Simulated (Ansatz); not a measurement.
Zn, DFT, PBEsol, all-electron LAPW, scalar-relativistic (Ansatz 0.2.0), run on 1 thread of Arm Neoverse V2 on a shared host.

The geometry is COD entry 9008522, unchecked; take it as a test cell. The listed cell was then made from it by scaling, straining or moving an atom.

Command: `ansatz run input.yaml --threads 1 --pin off --max-ram 3072MiB --backend cpu --events-out ev --progress --plain --runs-dir out`

```yaml
crystal:
  lattice:
    - [2.6736512679, 0.0, 0.0]
    - [-1.336825634, 2.3154499188, 0.0]
    - [0.0, 0.0, 4.96313434]
  atoms:
    - { symbol: Zn, position: [0.3333333333, 0.6666666667, 0.25] }
    - { symbol: Zn, position: [0.6666666667, 0.3333333333, 0.75] }
kpoints:
  mp_grid: { grid: [16, 16, 8] }
  band_path:
    path:
      - [0.0, 0.0, 0.0]
      - [0.5, 0.0, 0.0]
      - [0.3333333333, 0.3333333333, 0.0]
      - [0.0, 0.0, 0.0]
      - [0.0, 0.0, 0.5]
      - [0.5, 0.0, 0.5]
      - [0.3333333333, 0.3333333333, 0.5]
      - [0.0, 0.0, 0.5]
      - [0.5, 0.0, 0.5]
    npoints: 5
scf:
  occupations: { method: fermi_dirac, width: 0.03 }
hamiltonian:
  xc: pbesol
  pseudopotentials: { kind: all_electron, lapw: { basis_error: 0.00025 } }
output:
  forces: true
  stress: true
  eigenvalues: true
```

Task: How large is the problem that the program sets up?

Result: 150 irreducible k-points, 375 plane waves at Γ, 24 bands.

Task: Estimate the wall time and the peak memory.

Result: 40 s of wall time for 7 SCF iterations, with a peak of 0.52 GiB. Times on shared machines scatter by tens of per cent.
